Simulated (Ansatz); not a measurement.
TaSiNi:
```yaml
crystal:
  lattice:
    - [6.18292, 0.00000, 0.00000]
    - [0.00000, 3.66925, 0.00000]
    - [0.00000, 0.00000, 7.01253]
  atoms:
    - { symbol: Ta, position: [0.51610, 0.25000, 0.82306] }
    - { symbol: Ta, position: [0.48390, 0.75000, 0.17694] }
    - { symbol: Ta, position: [0.98390, 0.75000, 0.32306] }
    - { symbol: Ta, position: [0.01610, 0.25000, 0.67694] }
    - { symbol: Si, position: [0.78312, 0.25000, 0.11419] }
    - { symbol: Si, position: [0.21688, 0.75000, 0.88581] }
    - { symbol: Si, position: [0.71688, 0.75000, 0.61419] }
    - { symbol: Si, position: [0.28312, 0.25000, 0.38581] }
    - { symbol: Ni, position: [0.65667, 0.25000, 0.42929] }
    - { symbol: Ni, position: [0.34333, 0.75000, 0.57071] }
    - { symbol: Ni, position: [0.84333, 0.75000, 0.92929] }
    - { symbol: Ni, position: [0.15667, 0.25000, 0.07071] }
```

Relaxed with r²SCAN. Special points in fractions of this cell's reciprocal vectors: Γ (0.000, 0.000, 0.000); X (0.500, 0.000, 0.000); S (0.500, 0.500, 0.000); Y (0.000, 0.500, 0.000); Z (0.000, 0.000, 0.500); U (0.500, 0.000, 0.500); R (0.500, 0.500, 0.500); T (0.000, 0.500, 0.500).

Task: List the band energies nearest the Fermi level at these points for r²SCAN (plane waves, PAW; program Ansatz).

Result: In eV from the Fermi level; about four levels below and three above (degenerate sets whole), none deeper than 8.9 eV; points with the same levels are listed once.

```json
[
 {"k": "Γ", "below": "-0.87 -0.82 -0.82 -0.03", "above": "0.31 0.72 0.90 0.91"},
 {"k": "X", "below": "-0.43 -0.43 -0.30 -0.30", "above": "0.46 0.46 1.06 1.06"},
 {"k": "S", "below": "-0.03 -0.03 -0.03 -0.03", "above": "2.16 2.16 2.16 2.16"},
 {"k": "Y", "below": "-1.85 -1.85 -0.86 -0.86", "above": "0.08 0.08 0.87 0.87"},
 {"k": "Z", "below": "-0.68 -0.68 -0.18 -0.18", "above": "0.27 0.27 1.30 1.30"},
 {"k": "U", "below": "-0.69 -0.69 -0.61 -0.61", "above": "0.58 0.58 1.37 1.37"},
 {"k": "R", "below": "-0.26 -0.26 -0.26 -0.26", "above": "2.02 2.02 2.02 2.02"},
 {"k": "T", "below": "-1.30 -1.30 -0.34 -0.34", "above": "0.13 0.13 1.89 1.89"}
]
```

Space group Pnma. The first step of the workflow began from a Materials Project structure, measured or hypothetical; the Crystallography Open Database copy checked does not list it. Whether it is the stable phase at ambient conditions was not checked. Symmetry was held in the r²SCAN relaxation; its stability against distortions is not shown here. No spin polarisation was allowed. Scalar-relativistic: spin–orbit coupling is off unless named, which matters more the heavier the elements.

Potentials: the earlier of the program's two PAW sets.
